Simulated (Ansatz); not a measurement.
GaN:
```
GaN
1.0
    0.00000     2.24909     2.24909
    2.24909     0.00000     2.24909
    2.24909     2.24909     0.00000
N Ga
1 1
Direct
  0.75000   0.75000   0.75000
  0.00000   0.00000   0.00000
```

Relaxed with PBEsol. Special points in fractions of this cell's reciprocal vectors: Γ (0.000, 0.000, 0.000); X (0.500, 0.000, 0.500); U (0.625, 0.250, 0.625); K (0.375, 0.375, 0.750); L (0.500, 0.500, 0.500); W (0.500, 0.250, 0.750).

### Question
List the band energies nearest the valence-band maximum at these points for PBEsol (plane waves, PAW; program Ansatz).

### Answer
In eV from the valence-band maximum; about four levels below and three above (degenerate sets whole), none deeper than 8.9 eV; … stands for higher levels left out; points with the same levels are listed once.

```json
[
 {"k": "Γ", "below": "0.00 0.00 0.00", "above": "1.70 …"},
 {"k": "X", "below": "-6.20 -2.75 -2.75", "above": "3.22 6.59 …"},
 {"k": "U", "below": "-5.94 -4.34 -2.21", "above": "4.88 7.85 …"},
 {"k": "L", "below": "-7.15 -0.98 -0.98", "above": "4.59 8.65 …"},
 {"k": "W", "below": "-5.77 -3.77 -3.72", "above": "6.12 8.41 …"}
]
```

Space group F-43m (zinc blende). The cell was relaxed with PBEsol under the symmetry of its start. Spin–orbit coupling is left out wherever it is not named.

Potentials: the later of the program's two PAW sets.
